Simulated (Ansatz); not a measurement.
SnS₂ (CdI2 type)

```yaml
crystal:
  lattice:
    - [3.66945, 0.00000, 0.00000]
    - [-1.83473, 3.17784, 0.00000]
    - [0.00000, 0.00000, 5.80763]
  atoms:
    - { symbol: Sn, position: [0.00000, 0.00000, 0.00000] }
    - { symbol: S, position: [0.33333, 0.66667, 0.25455] }
    - { symbol: S, position: [0.66667, 0.33333, 0.74545] }
```

Grid over V/V₀ and (c/a)/(c/a)₀, subscript 0 meaning the relaxed cell; the conventional c axis lies along z; no internal relaxation.

The numbers are results of PBE-D3(BJ) (plane waves to 420 eV, PAW, scalar-relativistic; Ansatz, a program for electronic structure), not measurements. k mesh 10×10×6 (Γ-centred), Fermi-Dirac smearing 0.05 eV. The energy includes the smearing's −TS. As the atoms are clamped, bonds stretch with the cell, which overstates energies and stresses. SnS2 was relaxed with its symmetry unable to fall. The PAW data are Ansatz's earlier set. The zero of ΔE is the relaxed starting cell.

```
ΔE (meV/atom)         V/V₀ = 0.920  V/V₀ = 0.960  V/V₀ = 1.000  V/V₀ = 1.040  V/V₀ = 1.080
--------------------  ------------  ------------  ------------  ------------  ------------
(c/a)/(c/a)₀ = 0.960          44.8          13.9           5.4          14.8          38.2
(c/a)/(c/a)₀ = 0.980          42.1           [?]           1.4          10.2          33.2
(c/a)/(c/a)₀ = 1.000          42.0           9.7           0.0           8.3          30.9
(c/a)/(c/a)₀ = 1.020          44.6          11.6           1.4           9.3           [?]
(c/a)/(c/a)₀ = 1.040          49.9          16.4           5.6          13.1          34.9
```

Problem. Fill in the missing entries.

Solution. 
- (c/a)/(c/a)₀ = 0.980, V/V₀ = 0.960: 10.5
- (c/a)/(c/a)₀ = 1.020, V/V₀ = 1.080: 31.5

(A scan under strain: stresses follow from slopes of the energy per volume, elastic moduli from its curvatures.)
